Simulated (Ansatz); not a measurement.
TaP:
Space group I4₁md (No. 109); a = b = 3.2909 Å, c = 11.2043 Å, α = β = γ = 90.00°

```json
[
 {"atom": "Ta", "site": "4a", "symmetry": "2mm.", "x": "0.0000", "y": "0.0000", "z": "0.9993"},
 {"atom": "P", "site": "4a", "symmetry": "2mm.", "x": "0.0000", "y": "0.0000", "z": "0.4167"}
]
```
(The calculation used a cell of 4 atoms; values per cell refer to that cell.)

Relaxed with LDA.

**Question.** Which orbitals make up the states near the Fermi level in plane-wave PAW LDA (Ansatz code)?

**Answer.** Within 0.5 eV of the Fermi level: Ta 5d 82 %, P 3p 12 %. Projections are on Löwdin-orthogonalised atomic valence shells; empty p or d shells of many metals are not among them.

**Question.** Tabulate the density of states.

**Answer.** States/eV per cell of 4 atoms, in 0.25 eV bins, energy from the Fermi level.

| E (eV) | total | Ta 5d | P 3p | Ta 6s |
|---|---|---|---|---|
| -7.85 | 0.00 | 0.00 | 0.00 | 0.00 |
| -7.60 | 0.00 | 0.00 | 0.00 | 0.00 |
| -7.35 | 0.35 | 0.06 | 0.19 | 0.06 |
| -7.10 | 0.71 | 0.14 | 0.39 | 0.11 |
| -6.85 | 1.10 | 0.27 | 0.60 | 0.13 |
| -6.60 | 1.40 | 0.39 | 0.76 | 0.15 |
| -6.35 | 1.72 | 0.51 | 0.93 | 0.17 |
| -6.10 | 2.95 | 0.96 | 1.61 | 0.23 |
| -5.85 | 3.03 | 1.10 | 1.62 | 0.17 |
| -5.60 | 1.50 | 0.54 | 0.78 | 0.09 |
| -5.35 | 0.90 | 0.32 | 0.45 | 0.05 |
| -5.10 | 1.35 | 0.43 | 0.76 | 0.05 |
| -4.85 | 2.10 | 0.68 | 1.20 | 0.08 |
| -4.60 | 2.37 | 0.83 | 1.32 | 0.08 |
| -4.35 | 2.48 | 0.87 | 1.40 | 0.07 |
| -4.10 | 2.63 | 1.01 | 1.42 | 0.07 |
| -3.85 | 2.58 | 1.09 | 1.32 | 0.05 |
| -3.60 | 2.81 | 1.21 | 1.45 | 0.05 |
| -3.35 | 3.29 | 1.36 | 1.76 | 0.07 |
| -3.10 | 3.79 | 1.57 | 2.03 | 0.07 |
| -2.85 | 3.68 | 1.58 | 1.93 | 0.04 |
| -2.60 | 3.52 | 1.73 | 1.65 | 0.04 |
| -2.35 | 2.06 | 1.09 | 0.87 | 0.03 |
| -2.10 | 1.28 | 0.77 | 0.46 | 0.02 |
| -1.85 | 1.50 | 1.06 | 0.34 | 0.03 |
| -1.60 | 2.34 | 1.73 | 0.43 | 0.06 |
| -1.35 | 3.50 | 2.66 | 0.43 | 0.21 |
| -1.10 | 2.48 | 1.88 | 0.34 | 0.11 |
| -0.85 | 3.63 | 2.77 | 0.49 | 0.11 |
| -0.60 | 1.98 | 1.52 | 0.31 | 0.03 |
| -0.35 | 0.77 | 0.61 | 0.13 | 0.00 |
| -0.10 | 0.20 | 0.16 | 0.03 | 0.00 |
| 0.15 | 0.42 | 0.36 | 0.04 | 0.00 |
| 0.40 | 1.57 | 1.33 | 0.16 | 0.01 |
| 0.65 | 1.36 | 1.09 | 0.18 | 0.01 |
| 0.90 | 1.42 | 1.14 | 0.18 | 0.01 |
| 1.15 | 1.53 | 1.24 | 0.18 | 0.01 |
| 1.40 | 1.86 | 1.51 | 0.20 | 0.02 |
| 1.65 | 2.31 | 1.87 | 0.24 | 0.03 |
| 1.90 | 2.18 | 1.70 | 0.26 | 0.04 |
| 2.15 | 1.86 | 1.39 | 0.24 | 0.04 |
| 2.40 | 2.53 | 1.83 | 0.37 | 0.06 |
| 2.65 | 2.77 | 1.84 | 0.43 | 0.12 |
| 2.90 | 2.97 | 1.92 | 0.42 | 0.19 |
| 3.15 | 3.50 | 2.27 | 0.51 | 0.22 |
| 3.40 | 3.33 | 2.19 | 0.48 | 0.18 |
| 3.65 | 3.55 | 2.28 | 0.52 | 0.19 |
| 3.90 | 3.50 | 2.12 | 0.50 | 0.25 |
| 4.15 | 3.54 | 1.91 | 0.56 | 0.41 |
| 4.40 | 4.38 | 2.31 | 0.88 | 0.38 |

Space group I4_1md. The first step of the workflow began from a Materials Project structure, measured or hypothetical; the Crystallography Open Database copy checked does not list it. COD files the formula under space group No. 141, so this cell is another polymorph or a model. Whether it is the stable phase at ambient conditions was not checked. The cell was relaxed with LDA under the symmetry of its start; of distortions, only those at the zone centre were tested. No spin polarisation was allowed. A small band overlap can be real or an error of a semilocal functional. Spin–orbit coupling is left out wherever it is not named.

Potentials: the later of the program's two PAW sets.
